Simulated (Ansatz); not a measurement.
# What DFT gives for Cd3S2Cl2

```xyz
14
Lattice="-4.4339 4.4339 4.4339 4.4339 -4.4339 4.4339 4.4339 4.4339 -4.4339" Properties=species:S:1:pos:R:3 pbc="T T T"
Cd    2.6861    0.0000    2.2170
Cd    1.7478    0.0000    6.6509
Cd    2.2170    2.6861    0.0000
Cd    6.6509    1.7478    0.0000
Cd    0.0000    2.2170    2.6861
Cd    0.0000    6.6509    1.7478
S     2.4023    2.4023    2.4023
S     2.0316    6.4655   -2.0316
S    -2.0316    2.0316    6.4655
S     6.4655   -2.0316    2.0316
Cl    0.0949    0.0949    0.0949
Cl   -0.0949    4.3390    0.0949
Cl    0.0949   -0.0949    4.3390
Cl    4.3390    0.0949   -0.0949
```

Level: PBEsol, no spin polarisation; 420 eV; 4×4×4 Γ-centred mesh; fermi-dirac occupations (width 0.1 eV); Ansatz 0.2.0, fixed geometry.

- Formation energy: -0.75 eV an atom against the elements' usual phases (free molecules for gases, crystals otherwise, with no correction for O₂ or N₂), so it is bound against them; other compounds may still compete. Relaxing would lower it.
- Band edges: Within 0.7 eV of the edges, the states project mainly on S p (53 %) and Cl p (36 %) below the gap and on Cd s (50 %) and S p (27 %) above it.
- Charges: Bader charges in e: Cd +0.88, S -0.65, Cl -0.67. In the mean Cd gives up most and Cl takes most.
- Electronic structure: The gap is 2.52 eV, indirect (the least direct gap found is 2.56 eV).

Origin: a known structure type with other elements, at an estimated volume, so it need not be a known compound.
